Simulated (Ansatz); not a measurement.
**Zone-centre phonons of BP at 22 GPa: input and output**

These are results of DFT LDA, scalar-relativistic, plane waves, PAW in Ansatz 0.2.0, not measurements.

Launched with:
```bash
ansatz run input.yaml --threads 1 --pin off --max-ram 3072MiB --backend cpu --events-out ev --progress --plain --runs-dir out
```

Input (bare energies are in eV):
```yaml
crystal:
  lattice:
    - [0.0, 2.1692282038, 2.1692282038]
    - [2.1692282038, 0.0, 2.1692282038]
    - [2.1692282038, 2.1692282038, 0.0]
  atoms:
    - { symbol: B, position: [0.0, 0.0, 0.0] }
    - { symbol: P, position: [0.75, 0.75, 0.75] }
basis:
  ecutwfc: 420
kpoints:
  mp_grid: { grid: [12, 12, 12] }
hamiltonian:
  xc: lda
scf:
  occupations: { method: fixed }
output:
  eigenvalues: true
phonons:
  method: dfpt
  dielectric: true
  rigid_motions: translations
  eigenvectors: true
```

Results section of the output:
```
--- Phonons (Γ-DFPT): 2 representative perturbations + reference, on 280 of 1728 k-points (Σ response iterations 6) ---
  k mesh reduced under 4 symmetry operations, with k and −k counted as one. Each operation leaves every solved perturbation unchanged. A smaller set is not considered because the run solves the response ...
  ASR residual: 1.375e-5 → 0.000e0 eV/Å²; symmetrization residual: 4.160e-7 eV/Å²
  ASR residual per site (eV/Å²): 5.61e-6 1.38e-5
  Γ frequencies (cm⁻¹): 0.00 0.00 0.00 909.69 909.69 909.69
  ε∞ (high-frequency dielectric tensor):
        9.167273    -0.000000    -0.000000
       -0.000000     9.167273     0.000000
       -0.000000     0.000000     9.167273
  ε⁰ (static dielectric tensor: ions relaxed, cell fixed):
        9.516816    -0.000000    -0.000000
       -0.000000     9.516816     0.000000
       -0.000000     0.000000     9.516816
  ε⁰ − ε∞ (ionic part):
        0.349543     0.000000    -0.000000
        0.000000     0.349543    -0.000000
       -0.000000    -0.000000     0.349543
  softest optical mode at Γ: 909.69 cm⁻¹; the repairs (sum rule, projections) moved no ω² at Γ by more than (0.45 cm⁻¹)²
  Born effective charges Z* (e; rows j = field, columns β = displacement):
    site 0:
        -0.98065   -0.00000    0.00000
        -0.00000   -0.98065   -0.00000
         0.00000   -0.00000   -0.98065
    site 1:
         0.98065    0.00000   -0.00000
         0.00000    0.98065    0.00000
        -0.00000    0.00000    0.98065
  Z* charge neutrality: 1.856e-4 e pre-enforcement
  solved inside a basis spanned on kpoints, on 12×12×12 k-points, its susceptibility summed on 16×16×16: ε∞ is read to err by 2.5e-2, Z* by 5.5e-3 e (field_mesh: kpoints solves on kpoints); Z* is corrected for ...
  optical modes at Γ without the LO–TO term, one row a degenerate level:
      ω (cm⁻¹) modes IR ((D/Å)²/amu)
        909.69      3             8.3061
  optical modes at Γ + LO–TO along q̂ = [1.0000, 0.0000, 0.0000]:
      ω (cm⁻¹) modes IR ((D/Å)²/amu)
        909.69      2             5.5374
        926.87      1             2.7687
  optical modes at Γ + LO–TO along q̂ = [0.0000, 1.0000, 0.0000]:
      ω (cm⁻¹) modes IR ((D/Å)²/amu)
        909.69      2             5.5374
        926.87      1             2.7687
  optical modes at Γ + LO–TO along q̂ = [0.0000, 0.0000, 1.0000]:
      ω (cm⁻¹) modes IR ((D/Å)²/amu)
        909.69      2             5.5374
        926.87      1             2.7687
```

Time: 29 s on 1 thread of Intel(R) Xeon(R) Platinum 8488C (Sapphire Rapids) (shared host), peak memory 0.58 GiB.

Other phases may be more stable at this pressure.